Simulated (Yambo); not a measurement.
Yambo run on CsO2H3 (space group Amm2, No. 38). The wavefunctions are LDA (Quantum ESPRESSO, PseudoDojo norm-conserving, 84 Ry, scalar-relativistic) ones on a 4×4×4 mesh (12 occupied bands); a = 4.2502 Å, b = c = 4.5918 Å, α = 57.61°, β = γ = 90.00°.

Yambo input:

```
rim_cut
gw0
dyson
el_el_corr
HF_and_locXC
cohsex
em1s
RandQpts= 1000000
RandGvec= 1 Ry
EXXRLvcs= 84 Ry
VXCRLvcs= 336 Ry
Chimod= "HARTREE"
% BndsRnXs
 1 | 137 |
%
NGsBlkXs= 8 Ry
% LongDrXs
 1.0 | 1.0 | 1.0 |
%
ExtendOut
% QPkrange
 1 | 1 | 12 | 13 |
%
```

k points by index: 1 = Γ.

Resulting energies as the program prints them:

```
#    K-point    Band    Eo [eV]    E [eV]    E-Eo [eV]    Vxc [eV]    Vnlxc [eV]    Sc|Eo [eV]    Re(Z)    Im(Z)
#
    1    12    0.000000    -3.625303    -3.625303    -18.91176    -24.95809    2.421027    1.000000    0.000000
    1    13    4.096707    4.382165    0.285458    -8.917319    -4.457725    -4.174136    1.000000    0.000000
```
(The two width columns are left out.) Convergence of these settings isn't established.

Geometry of the Materials Project entry, not relaxed at this level.

The structure is a Materials Project entry; no match was found in the copy of COD used, and its stability was not checked.
